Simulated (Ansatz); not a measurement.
## W: stationary points along a deformation path

Level of theory: DFT r2SCAN, scalar-relativistic, plane waves, PAW in Ansatz. Cutoff 500 eV, Γ-centred 22×22×22 k-points, Gaussian smearing of 0.15 eV. Spin–orbit coupling is left out, which can shift energies with elements as heavy as these. No spin polarisation. Energies are free energies at this smearing, counted from the undisturbed cell; pressure is positive in compression.

Reference structure (as given, not relaxed at this level; it stands at -9.0 GPa; this fcc form isn't the usual structure):

```
W
1.0
     0.00000    2.03000    2.03000
     2.03000    0.00000    2.03000
     2.03000    2.03000    0.00000
W
1
Direct
  0.00000 0.00000 0.00000
```

At fixed volume and fractional coordinates, lengths along (0.577, 0.577, 0.577) are scaled against those across it; ρ is that ratio over its starting value. V = 16.731 Å³/atom. Δσ is the stress along the axis less the mean stress across it (compression positive).

| ρ | ΔE (meV/atom) | Δσ (GPa) | space group |
| --- | --- | --- | --- |
| 0.500 | 1059.6 | 0.00 | Pm-3m |
| 0.600 | 777.2 | 40.50 | R-3m |
| 0.710 | 240.3 | 44.99 | R-3m |
| 0.850 | -97.7 | 4.52 | R-3m |
| 1.000 | 0.0 | 0.00 | Fm-3m |
| 1.200 | 105.1 | -38.85 | R-3m |
| 1.410 | 904.5 | -100.64 | R-3m |
| 2.000 | 4617.3 | -197.31 | R-3m |

Question: How does the stress give the slope of the energy, and where is the energy stationary?

Answer: Along the path d ln(length) is 2/3 d ln ρ on the axis and −1/3 d ln ρ across it, so dE/d ln ρ = −(2/3) V Δσ: the energy falls with ρ where Δσ is positive. Δσ vanishes or changes sign at ρ = 0.500 (Pm-3m, an end of the scan), at 1059.6 meV/atom; between ρ = 0.850 and 1.000, at least one minimum (the energy rises over this step, yet the slope at ρ = 0.850 points the other way); at ρ = 1.000 (Fm-3m), a stationary point at 0.0 meV/atom. Pairs of stationary points between two samples would go unseen, and could change a minimum read from distant neighbours into a maximum. At ρ = 0.500, 1.000 the cell is cubic, where symmetry alone makes the stress isotropic and the slope zero.

Question: Is the start the lowest point of the path?

Answer: No: ρ = 0.850 lies 97.7 meV/atom lower, with no sampled rise above the start on the way. Volume and inner coordinates are held, so a relaxed structure there would lie lower still.

In a metal these slopes depend on the k mesh and the smearing.